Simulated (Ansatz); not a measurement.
# Computed properties of LiGeN

LiGeN:
```
CELL_PARAMETERS angstrom
      2.95101     0.00000     0.00000
     -1.47550     2.55565     0.00000
      0.00000     0.00000     9.17549
ATOMIC_POSITIONS crystal
  Li 0.66667 0.33333 0.74264
  Li 0.33333 0.66667 0.24264
  Ge 0.00000 0.00000 0.49774
  Ge 0.00000 0.00000 0.99774
  N  0.33333 0.66667 0.60425
  N  0.66667 0.33333 0.10425
```

Space group P6_3mc (No. 186); conventional cell a = 2.9510 Å, b = 2.9510 Å, c = 9.1755 Å, α = 90.00°, β = 90.00°, γ = 120.00°.

Method: the program Ansatz at the LDA level (PAW). The cell and atoms are relaxed at this level. Other levels are named where they apply.

### Cell and energy

```yaml
volume_per_atom: 11.53 Å³
density: 4.49 g/cm³
Formation energy from the elements (no fitted shifts): -48 kJ/mol of atoms
```

### Electronic structure

```yaml
band_gap: 1.50 eV (indirect)
valence_band_maximum: on the K–Γ line, 55 % of the way from K
conduction_band_minimum: at M (3 equivalent valleys)
smallest_direct_gap_on_the_standard_path: 2.42 eV
electron_effective_mass: 0.40, 0.56, 0.72 mₑ (principal values)
hole_effective_mass: 0.39, 1.4, 17 mₑ (principal values)
```

### Mechanics

```yaml
Bulk modulus (Birch–Murnaghan fit): 757 kbar
Pressure derivative B′: 5.0
Elastic constants (relaxed ions, GPa): C11 = 273, C12 = 54.8, C13 = 14.7, C33 = 121, C44 = 18.9
mechanical_stability: stable (all eigenvalues of C positive)
hill_bulk_and_shear_moduli: 84.8 and 52.2 GPa
Young's modulus: 130 GPa
Poisson's ratio: 0.24
debye_temperature_from_the_elastic_constants: 499 K
Piezoelectric stress constants (proper, relaxed ions, C/m²): e15 = e24 = -0.71, e31 = e32 = -0.15, e33 = -0.58
```

### Dielectric response

```yaml
Electronic dielectric constant ε∞ (DFPT): 8.80 (xx = yy), 6.00 (zz)
Static dielectric constant ε0 (ions relaxed, cell fixed): 17.7 (xx = yy), 12.1 (zz)
Born charges (a third of the trace): Li +1.21, Ge +1.76, N -2.97 e
Largest static χ(2) component: 51 pm/V
```

### Phonons

```yaml
Highest zone-centre frequency (without LO–TO term): 650 cm^-1
zone_centre_stability: no imaginary mode at Γ
```

The workflow started from a Materials Project entry (that database holds measured and hypothetical structures alike); the Crystallography Open Database copy checked does not list it. Whether it is the stable phase at ambient conditions was not checked. The cell was relaxed with LDA under the symmetry of its start. Signs of piezoelectric constants follow the polarity of the cell as given. The references are the lowest solids computed at this level, not always the standard phases (solids in place of the gases). Scalar-relativistic: spin–orbit coupling is off unless named, which matters more the heavier the elements.

Potentials: the later of the program's two PAW sets.
